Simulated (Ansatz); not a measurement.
Bi2HSe3 (R3m), relaxed with LDA (Ansatz, a first-principles code, plane waves, PAW): a = b = 4.012 Å, c = 30.744 Å, α = β = 90.00°, γ = 120.00°.

ΔH_f (eV/atom): -0.13

Task: The same phase is relaxed and computed with r²SCAN+D4 in the same code. What are the cell and these values now?

Result: a = b = 4.4965 Å, c = 27.4713 Å, α = β = 90.00°, γ = 120.00°.

- ΔH_f (eV/atom) = -0.15

Typed or built starts, not in the databases checked: Bi2HSe3, R3m (Pearson symbol hR6). Weakly bound layers, chains or molecules computed without a dispersion correction, so cells and soft constants are ill determined: Bi2HSe3, R3m (Pearson symbol hR6) with LDA. All cells were relaxed under the symmetry of their starts (and spin orders); stability against distortions was not tested throughout. Scalar-relativistic: spin–orbit coupling is off unless named, which matters more the heavier the elements.

Potentials: the earlier of the program's two PAW sets.

Ansatz is a plane-wave DFT program.

Formation energies count from the lowest solids of the elements computed at the same level, not from gases.
